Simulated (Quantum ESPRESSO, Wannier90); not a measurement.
## Wannier functions of GaS (P6₃/mmc)

```
begin unit_cell_cart
ang
    3.5932500943    0.0000000000    0.0000000000
   -1.7966250472    3.1118458638    0.0000000000
    0.0000000000    0.0000000000   16.0146600000
end unit_cell_cart
begin atoms_frac
Ga   0.3333333333 -0.3333333333  0.3264500000
Ga  -0.3333333333  0.3333333333 -0.3264500000
Ga  -0.3333333333  0.3333333333 -0.1735500000
Ga   0.3333333333 -0.3333333333  0.1735500000
S    0.3333333333 -0.3333333333 -0.1068500000
S   -0.3333333333  0.3333333333  0.1068500000
S   -0.3333333333  0.3333333333  0.3931500000
S    0.3333333333 -0.3333333333 -0.3931500000
end atoms_frac
```

Structure: Materials Project mp-2507, symmetrised, not relaxed again. COD (Crystallography Open Database) has an entry of this formula and space group (matched by these alone). Level: LDA, no spin polarisation, no spin-orbit coupling; pw.x of Quantum ESPRESSO at 64 Ry with PseudoDojo potentials, 4×4×4 k-points, Wannier90. Density: 12×12×2 mesh, cold smearing 0.01 Ry. The cell is built of weakly bound layers, chains or molecules, whose nearest atoms lie 4.00 Å apart. Database cells relaxed without dispersion often hold them too far apart, which can enlarge gaps and weakens couplings between them; spacing and stacking were not compared with the measured crystal.

A tight-binding model is made by disentanglement and projection with no localisation steps (num_iter = 0), so the 32 orbitals stay atom-like: hydrogen-like Ga: s;p; S: s;p, axes along x, y, z; frozen window up to 3.08 eV relative to the valence-band maximum. It follows pw.x to 55 meV rms for states up to 2.6 eV relative to the valence-band maximum. Matrix elements depend on this choice of orbitals and windows.

Question: What are the on-site energies relative to the valence-band maximum, and how fast do the hoppings decay?

Answer: 
```json
[
 {"atom": "Ga1", "orbitals": "s", "energy (eV)": "-2.37"},
 {"atom": "Ga1", "orbitals": "pz", "energy (eV)": "3.53"},
 {"atom": "Ga1", "orbitals": "px py", "energy (eV)": "3.31"},
 {"atom": "Ga2", "orbitals": "s", "energy (eV)": "-2.37"},
 {"atom": "Ga2", "orbitals": "pz", "energy (eV)": "3.53"},
 {"atom": "Ga2", "orbitals": "px py", "energy (eV)": "3.31"},
 {"atom": "Ga3", "orbitals": "s", "energy (eV)": "-2.37"},
 {"atom": "Ga3", "orbitals": "pz", "energy (eV)": "3.53"},
 {"atom": "Ga3", "orbitals": "px py", "energy (eV)": "3.31"},
 {"atom": "Ga4", "orbitals": "s", "energy (eV)": "-2.37"},
 {"atom": "Ga4", "orbitals": "pz", "energy (eV)": "3.53"},
 {"atom": "Ga4", "orbitals": "px py", "energy (eV)": "3.31"},
 {"atom": "S5", "orbitals": "s", "energy (eV)": "-10.70"},
 {"atom": "S5", "orbitals": "pz", "energy (eV)": "-1.35"},
 {"atom": "S5", "orbitals": "px py", "energy (eV)": "-1.17"},
 {"atom": "S6", "orbitals": "s", "energy (eV)": "-10.70"},
 {"atom": "S6", "orbitals": "pz", "energy (eV)": "-1.35"},
 {"atom": "S6", "orbitals": "px py", "energy (eV)": "-1.17"},
 {"atom": "S7", "orbitals": "s", "energy (eV)": "-10.70"},
 {"atom": "S7", "orbitals": "pz", "energy (eV)": "-1.35"},
 {"atom": "S7", "orbitals": "px py", "energy (eV)": "-1.17"},
 {"atom": "S8", "orbitals": "s", "energy (eV)": "-10.70"},
 {"atom": "S8", "orbitals": "pz", "energy (eV)": "-1.35"},
 {"atom": "S8", "orbitals": "px py", "energy (eV)": "-1.17"}
]
```

| distance of the centres (Å) | largest modulus (eV) |
|---|---|
| 2–3 | 2.4 |
| 3–4 | 2.4 |
| 4–5 | 0.21 |
| 5–6 | 0.20 |
